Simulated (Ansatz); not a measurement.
AgRhO2:
```yaml
crystal:
  lattice:
    - [1.52675, 0.88147, 6.19183]
    - [-1.52675, 0.88147, 6.19183]
    - [0.00000, -1.76293, 6.19183]
  atoms:
    - { symbol: Ag, position: [0.00000, 0.00000, 0.00000] }
    - { symbol: Rh, position: [0.50000, 0.50000, 0.50000] }
    - { symbol: O, position: [0.88723, 0.88723, 0.88723] }
    - { symbol: O, position: [0.11277, 0.11277, 0.11277] }
```

The program Ansatz at the PBEsol level (PAW) gives a gap of 0.41 eV without spin–orbit coupling, maximum off the standard path, at k = (-0.010, 0.354, -0.370) in fractions of the reciprocal vectors, minimum off the standard path, at k = (0.091, 0.411, 0.411) in fractions of the reciprocal vectors.

Q: What happens when spin–orbit coupling is switched on?

A: The gap grows by 0.01 eV, to 0.42 eV; maximum off the standard path, at k = (-0.010, 0.354, -0.370) in fractions of the reciprocal vectors, minimum off the standard path, at k = (0.091, 0.411, 0.411) in fractions of the reciprocal vectors. The small gap may have closed and reopened with inverted band order, as semilocal functionals often give for heavy narrow-gap crystals.

Space group R-3m. The workflow started from a Materials Project entry (that database holds measured and hypothetical structures alike); the Crystallography Open Database copy checked does not list it. Whether it is the stable phase at ambient conditions was not checked. Symmetry was held in the PBEsol relaxation; whether a distortion lowers the energy is not shown. No spin polarisation was allowed.

Potentials: the later of the program's two PAW sets.
